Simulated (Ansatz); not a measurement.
KTaO3 (cubic perovskite, Pm-3m), plane-wave PAW PBE (Ansatz code), all energies at zero smearing, with the estimated change up to a 700 eV cutoff added, with one set of potentials and settings (totals compare only within such a set). Cell of 5 atoms (1 K, 1 Ta, 3 O): -13178.248 eV.

```
element                            reference phase  E (eV/atom)
-------  -----------------------------------------  -----------
K                       Im-3m, 1 atoms in the cell   -1537.7858
Ta                      Im-3m, 1 atoms in the cell   -9932.2522
O        C2/m, 4 atoms in the cell, spin-polarised    -565.0000
```

Formation energy per atom, worked out: (-13178.248 − 1×(-1537.7858) − 1×(-9932.2522) − 3×(-565.0000))/5 = -2.642 eV/atom (-255 kJ per mol of atoms), at 0 K, without zero-point energy or fitted corrections.

The PBE relaxation kept the symmetry of its start. The run is not spin-polarised. The references are the lowest solids computed at this level, not always the standard phases (solids in place of the gases). Spin–orbit coupling is left out wherever it is not named.

Potentials: the later of the program's two PAW sets.
